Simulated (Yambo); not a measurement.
**Convergence of the G0W0 gap of Li$_{2}$PdO$_{3}$**

G0W0@LDA for Li2PdO3 (space group C2/m, No. 12) in Yambo. Reference settings: 2×2×2 Γ-centred k mesh, bands 13 to 177 and a 7 Ry block in the screening, 177 bands in G with the Bruneval-Gonze terminator, plasmon pole fitted at 27.2 eV. The LDA gap (-0.5, -0.5, 0) → (-0.5, -0.5, -0.5) on this mesh is 1.47 eV; G0W0 gaps are taken between the same points.

```json
[
 {"change from the reference": "reference settings", "G0W0 gap (-0.5, -0.5, 0) → (-0.5, -0.5, -0.5) (eV)": "2.74", "shift of the valence edge (eV)": "-0.26", "rough Yambo cost": "1"},
 {"change from the reference": "82 bands in W, 82 bands in G", "G0W0 gap (-0.5, -0.5, 0) → (-0.5, -0.5, -0.5) (eV)": "2.78", "shift of the valence edge (eV)": "-0.13", "rough Yambo cost": "about 1/2"},
 {"change from the reference": "wavefunctions cut at 30 Ry", "G0W0 gap (-0.5, -0.5, 0) → (-0.5, -0.5, -0.5) (eV)": "2.77", "shift of the valence edge (eV)": "-0.22", "rough Yambo cost": "within a factor of two"},
 {"change from the reference": "62 bands in W, 62 bands in G, 2 Ry block", "G0W0 gap (-0.5, -0.5, 0) → (-0.5, -0.5, -0.5) (eV)": "3.25", "shift of the valence edge (eV)": "-0.52", "rough Yambo cost": "about 1/4"},
 {"change from the reference": "82 bands in W, 82 bands in G, 2 Ry block", "G0W0 gap (-0.5, -0.5, 0) → (-0.5, -0.5, -0.5) (eV)": "3.22", "shift of the valence edge (eV)": "-0.52", "rough Yambo cost": "about 1/3"},
 {"change from the reference": "82 bands in W, 82 bands in G, 6 Ry block", "G0W0 gap (-0.5, -0.5, 0) → (-0.5, -0.5, -0.5) (eV)": "2.78", "shift of the valence edge (eV)": "-0.12", "rough Yambo cost": "about 1/2"},
 {"change from the reference": "109 bands in W, 109 bands in G, 3 Ry block", "G0W0 gap (-0.5, -0.5, 0) → (-0.5, -0.5, -0.5) (eV)": "2.89", "shift of the valence edge (eV)": "-0.31", "rough Yambo cost": "within a factor of two"},
 {"change from the reference": "109 bands in W, 109 bands in G, 6 Ry block", "G0W0 gap (-0.5, -0.5, 0) → (-0.5, -0.5, -0.5) (eV)": "2.77", "shift of the valence edge (eV)": "-0.18", "rough Yambo cost": "within a factor of two"},
 {"change from the reference": "143 bands in W, 143 bands in G, 2 Ry block", "G0W0 gap (-0.5, -0.5, 0) → (-0.5, -0.5, -0.5) (eV)": "3.20", "shift of the valence edge (eV)": "-0.56", "rough Yambo cost": "within a factor of two"},
 {"change from the reference": "143 bands in W, 143 bands in G, 6 Ry block", "G0W0 gap (-0.5, -0.5, 0) → (-0.5, -0.5, -0.5) (eV)": "2.75", "shift of the valence edge (eV)": "-0.22", "rough Yambo cost": "within a factor of two"},
 {"change from the reference": "6 Ry block", "G0W0 gap (-0.5, -0.5, 0) → (-0.5, -0.5, -0.5) (eV)": "2.74", "shift of the valence edge (eV)": "-0.25", "rough Yambo cost": "within a factor of two"},
 {"change from the reference": "62 bands in W, 62 bands in G, no terminator", "G0W0 gap (-0.5, -0.5, 0) → (-0.5, -0.5, -0.5) (eV)": "2.82", "shift of the valence edge (eV)": "0.22", "rough Yambo cost": "about 1/3"},
 {"change from the reference": "143 bands in W, 143 bands in G, 3 Ry block, no terminator", "G0W0 gap (-0.5, -0.5, 0) → (-0.5, -0.5, -0.5) (eV)": "2.90", "shift of the valence edge (eV)": "-0.19", "rough Yambo cost": "within a factor of two"},
 {"change from the reference": "143 bands in W, 143 bands in G, no terminator", "G0W0 gap (-0.5, -0.5, 0) → (-0.5, -0.5, -0.5) (eV)": "2.76", "shift of the valence edge (eV)": "0.04", "rough Yambo cost": "within a factor of two"},
 {"change from the reference": "3 Ry block, no terminator", "G0W0 gap (-0.5, -0.5, 0) → (-0.5, -0.5, -0.5) (eV)": "2.90", "shift of the valence edge (eV)": "-0.24", "rough Yambo cost": "within a factor of two"}
]
```

The reference isn't shown to be the converged limit. Costs are rough (shared machines), scaled to the same edge states, and given only for runs that recompute the screening.

Spin-orbit splittings are left out.

Geometry of the Materials Project entry, not relaxed at this level; primitive cell a = b = 5.1008 Å, c = 5.0589 Å, α = β = 99.68°, γ = 119.95°.

The structure is a Materials Project entry; no match was found in the copy of COD used, and its stability was not checked.

A shift is the quasiparticle energy of the state minus its LDA energy.
